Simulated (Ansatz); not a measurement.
## K$_{2}$PdC$_{2}$: stationary points along a deformation path

Theory: Ansatz, DFT LDA, scalar-relativistic, plane waves, PAW. Settings: plane waves to 420 eV, k-mesh 9×9×6 (Γ-centred), Gaussian smearing 0.05 eV. No spin polarisation. Energies are free energies at this smearing, counted from the undisturbed cell; pressure is positive in compression.

Reference structure (as given, not relaxed at this level; it stands at -2.6 GPa, and it needn't be the usual structure):

```
K Pd C
1.0
     5.11818    0.00000    0.00000
    -2.55909    4.43248    0.00000
     0.00000    0.00000    5.25814
K Pd C
2 1 2
Cartesian
  2.5591 1.4775 3.7869
  0.0000 2.9550 1.4712
  0.0000 0.0000 0.0000
  0.0000 0.0000 3.2611
  0.0000 0.0000 1.9971
```

At fixed volume and fractional coordinates, lengths along (0.000, 0.000, 1.000) are scaled against those across it; ρ is that ratio over its starting value. V = 23.857 Å³/atom. Δσ is the stress along the axis less the mean stress across it (compression positive).

```
    ρ  ΔE (meV/atom)  Δσ (GPa) space group
0.850          352.7     50.48        P-3m1
0.920           75.3     21.35        P-3m1
1.000            0.0     -1.99        P-3m1
1.100          113.7    -20.74        P-3m1
1.200          344.0    -31.73        P-3m1
```

Question: How does the stress give the slope of the energy, and where is the energy stationary?

Answer: Along the path d ln(length) is 2/3 d ln ρ on the axis and −1/3 d ln ρ across it, so dE/d ln ρ = −(2/3) V Δσ: the energy falls with ρ where Δσ is positive. Δσ vanishes or changes sign between ρ = 0.920 and 1.000, a minimum (near 0.99 by linear interpolation). Pairs of stationary points between two samples would go unseen, and could change a minimum read from distant neighbours into a maximum.

Question: Integrate that slope from ρ = 1 to 0.850 by the trapezoid rule.

Answer: With V/N in Å³ and 1 eV/Å³ = 160.2 GPa the slopes at ρ = 1.000, 0.920, 0.850 are 198, -2119, -5011 meV/atom per unit of ln ρ. The steps add 80.1 + 282.1 = 362.3 meV/atom, against 352.7 from the energies; the trapezoid rule misses the curvature of the slope within each step.

Forces appear on the atoms along this scan, and letting them relax would lower the energy and soften the response.